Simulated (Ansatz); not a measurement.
input.yaml (Ansatz)

```yaml
crystal:
  lattice:
    - [14.0, 0.0, 0.0]
    - [0.0, 14.4, 0.0]
    - [0.0, 0.0, 14.8]
  atoms:
    - { symbol: Ba, position: [0.5, 0.5, 0.5], spin: 0.01 }
  symmetry: { detect: false, time_reversal: true }
hamiltonian:
  xc: pbe
  pseudopotentials:
    kind: paw
    azcp:
      Ba: "pseudopotentials/Ba.paw.azcp"
basis:
  ecutwfc: 420
  fft_grid_basis: typed
kpoints:
  mp_grid: { grid: [1, 1, 1], shift: [0, 0, 0] }
magnetization:
  spin_polarized: true
scf:
  occupations: { method: fermi_dirac, width: 0.01 }
output:
  write_density: true
  write_potential: true
  elf: true
  volumetric_format: npy
```

Output

```
Engine: ansatz 0.2.0, aarch64-unknown-linux-gnu
Pseudopotentials: kind: paw
Pseudopotential: Ba, paw, valence charge 10, recommended cutoff 420 eV (normal) 
Functional definition: PBE
  parameter kappa = 0.804
  parameter beta = 0.06672455060314922
  exchange = pbe_x(kappa = kappa, mu = beta*pi^2/3)
  correlation = pbe_c(beta = beta)
Crystal: 1 atoms, lattice volume = 2983.680 Å³
Basis set: ecut = 420 eV, 58327 PW (Γ)
Bands: 10, of which v1, the nominal top of the filled ones, is band 5 counted from 1 (4 counted from 0)
Symmetry: 1 space group operations
k-points: 1
Non-local potential: Ba, projectors of the file, l = 0: 3, l = 1: 2, l = 2: 2, l = 3: 2
PAW form: soft (Blöchl's): semilocal exchange-correlation on the pseudo side does not see the compensation charge
PAW one-centre angular grid: Ba, 194 points (default); XC on 64 Gauss nodes
Initial density: superposition of atomic densities (neutral atoms: chi_scale 0, normalization atom)
Starting moments: Σ|m| = 0.01 μB on 1 of 1 site
Initial wavefunctions: pseudopotential atomic-orbital guess
Functional: x = pbe(κ = 0.804, μ = 0.2195149727645171), c = pbe(β = 0.06672455060314922)
iter 1 solved again at ethr=2.73e-5 eV; its pass at ethr=3.10e-3 eV (dr2=2.73e-3 eV) is discarded
SCF iter   1: F=—  HF=-5947.653347 eV  |F-HF|=—  |Δ(HF+E_count)|=         —  Δρ=9.19e-5 (↑9.19e-5 ↓4.80e-5)  dr2=2.27e-3  dr2_m=1.46e-5  M=0.000 μB ∫|m|=0.000 μB  β_m=0.30  ethr=2.73e-5  ⟨swp⟩=3.0  Hψ=264  notcnv=0
spin=Collinear: Resta preconditioning applied to the charge; magnetization (m = ρ↑ − ρ↓) channel mixes plain (no charge-response kernel on spin).
SCF iter   2: F=—  HF=-5947.656858 eV  |F-HF|=—  |Δ(HF+E_count)|=   3.51e-3  Δρ=5.53e-5 (↑5.53e-5 ↓2.35e-5)  dr2=1.08e-3  dr2_m=7.28e-6  M=0.000 μB ∫|m|=0.000 μB  β_m=0.30  ethr=2.27e-5  ⟨swp⟩=3.0  Hψ=58  notcnv=0
SCF iter   3: F=—  HF=-5947.658187 eV  |F-HF|=—  |Δ(HF+E_count)|=   1.33e-3  Δρ=2.62e-5 (↑1.54e-5 ↓2.62e-5)  dr2=7.46e-5  dr2_m=3.63e-6  M=0.000 μB ∫|m|=0.000 μB  β_m=0.30  ethr=1.08e-5  ⟨swp⟩=3.0  Hψ=48  notcnv=0
SCF iter   4: F=—  HF=-5947.658218 eV  |F-HF|=—  |Δ(HF+E_count)|=   3.04e-5  Δρ=1.08e-5 (↑1.08e-5 ↓7.30e-6)  dr2=3.00e-5  dr2_m=1.81e-6  M=0.000 μB ∫|m|=0.000 μB  β_m=0.30  ethr=7.46e-7  ⟨swp⟩=2.0  Hψ=30  notcnv=0
SCF iter   5: F=—  HF=-5947.658260 eV  |F-HF|=—  |Δ(HF+E_count)|=   4.26e-5  Δρ=6.25e-6 (↑6.25e-6 ↓6.20e-6)  dr2=1.50e-6  dr2_m=9.02e-7  M=0.000 μB ∫|m|=0.000 μB  β_m=0.30  ethr=3.00e-7  ⟨swp⟩=2.0  Hψ=22  notcnv=0
SCF iter   6: F=—  HF=-5947.658258 eV  |F-HF|=—  |Δ(HF+E_count)|=   2.63e-6  Δρ=4.69e-6 (↑4.69e-6 ↓3.55e-6)  dr2=1.17e-6  dr2_m=4.51e-7  M=0.000 μB ∫|m|=0.000 μB  β_m=0.30  ethr=1.50e-8  ⟨swp⟩=2.5  Hψ=30  notcnv=0
Mixer restart at iter 6: flushing history
...
WARN: The output density's exchange-correlation potential varies sharply where the density is thin. Do not read a vacuum level from v_tot or v_xc, or from such a field of the output density. On a cell that repeats whose density bears no net charge and no dipole along the vacuum's axis use v_es (v_loc + v_h of the components); under efield.dipole_correction with no amplitude use v_es + v_field, which holds any external_charges[].barrier, or the levels of the report's work_function block, which leave it out; under a non-zero efield.amplitude the vacuum is tilted and has no level; on a cell that repeats and bears such a dipole with no correction it is tilted too, and efield.dipole_correction with no amplitude gives each side of its ramp a level where efield: is served; in a cell that repeats whose density bears a net charge (total_charge, or a fill off its count) it is curved and has none; of a slab under crystal.periodic whose density bears no net charge use v_es, which has a level on each side, short of where the two are joined; of another it falls or rises all the way out and has none; of a slab beside external_charges read slab_vacuum_level instead, which it has where they leave it neutral. The grid or the basis barely resolves most such structure, and the values can differ between equally converged runs; as a rule a tighter scf.convergence.dr2_threshold does not remove it. Where the density itself ripples (under the LDA too) a higher basis.ecutwfc lessens it. The files hold the spikes' plane waves up to the density's cutoff. Files: v_tot_of_output_density and the like, and their columns of v_z.tsv (output.write_potential); v_xc_of_output_density and the like, and their columns of v_comp_z.tsv (output.write_potential_components). Measured: with its Gaussian average of σ = 0.25 Å subtracted twice, the exchange-correlation potential is over 0.1 eV at 9481 of the grid points where the equally averaged density (valence and model cores) is under 1e-3 e/Å³, and 1.64 eV at the most among them, at an averaged density of 1.5e-4 e/Å³. The input density's (outcome.potential() and, of a run that writes arrays, v_tot and v_xc) is over 0.1 eV, so measured, at 10991 points of its own thin density, 1.64 eV at the most. See output.write_potential in the manual, Limitations
SCF converged after 9 iterations
Magnetization: 0.0000 μB (5.0000 up, 5.0000 down)
Absolute magnetization: 0.0000 μB (∫|ρ↑−ρ↓|, with the PAW one-centre terms)
Spin contamination: 0.0000 ħ² per cell (⟨S²⟩ above its minimum at these occupations)
Per-site moments (μB) at R_I (Å): [(1.3356321420002568e-8, 5.775)]
Free energy (F): -5947.658260 eV
Harris-Foulkes:  -5947.658260 eV  (|F-HF|=3.03e-10)
Internal energy: -5947.658260 eV  (E = F + TS)
E sigma→0 (E₀):  -5947.658260 eV
Fermi energy:    -2.403510 eV
--- Per-component energies (eV) ---
  E_band       = -183.873472
  E_kinetic    = 161.348019
  E_local      = -1033.419972  (includes V_loc(G=0)·N_el)
  E_nonlocal   = 57.110288
  E_hartree    = 397.717707
  E_xc         = -162.843511
  E_vxc        = -128.552755  (∫ρ·V_xc dr)
  E_paw        = -5225.784210  (= ΣΔE_a)
  E_vpaw       = -35.795384  (= ΣTr[D̂ρ^β])
  E_aug_tail   = -0.000002  (compensation charges beyond the density's cutoff)
  E_ewald      = -141.786580
  E_smearing   = -0.000000  (= −TS)
  E_closure    = 0.000000  (closes the sum)
  Σ components = -5947.658260   (vs F -5947.658260, Δ=0.00e0)
--- Band table (eV) ---
  k-point 0 ↑: bands = ["-33.4342", "-18.5011", "-18.5011", "-18.5010", "-2.9994", "-1.7926", "-1.7923", "-1.7911", "-1.7909", "-1.7908"]
  k-point 0 ↓: bands = ["-33.4342", "-18.5011", "-18.5011", "-18.5010", "-2.9994", "-1.7926", "-1.7923", "-1.7911", "-1.7909", "-1.7908"]
```

Launched by

```sh
ansatz run input.yaml --threads 4 --pin off --max-ram 8192MiB --backend cpu --events-out ev --progress --plain --runs-dir out
```

On 4 threads of Arm Neoverse V1 (shared host) this took about 19 s of wall time and 69 s of CPU time, with 1.5 GiB at the peak.
